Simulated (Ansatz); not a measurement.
Values for one crystal, relaxed and computed with plane-wave PAW PBE (Ansatz code); other levels are named.

```yaml
volume_per_atom: 18.03 Å³
electronic_character: metallic (no gap)
Density of states at the Fermi level: 1.9 states/eV per atom (mean over ±0.08 eV)
Bulk modulus (Birch–Murnaghan fit): 197 GPa
Pressure derivative B′: 4.7
Gap with spin–orbit coupling: none (metallic)
Formation energy from the elements (no fitted shifts): 0.71 eV/atom
```

### Question
Which of these materials gives this?
A) MoPt, rock salt
B) ZrIr, rock salt
C) AlCo, rock salt
D) MoPt2, MoSi2 or CaC2 type

### Answer
A, MoPt, rock salt

Space group Fm-3m (rock salt). The start of the workflow was typed in or built on a structure type; neither database checked (COD, Materials Project) lists it. Whether it is the stable phase at ambient conditions was not checked. The PBE relaxation kept the symmetry of its start; whether a distortion lowers the energy is not shown. No spin polarisation was allowed. The volume moved by 18 % from the start of the relaxation. Its formation energy is positive at this level, so the cell may be metastable or incomplete. The references are the lowest solids computed at this level, not always the standard phases. Scalar-relativistic: spin–orbit coupling is off unless named, which matters more the heavier the elements.

Potentials: the earlier of the program's two PAW sets.
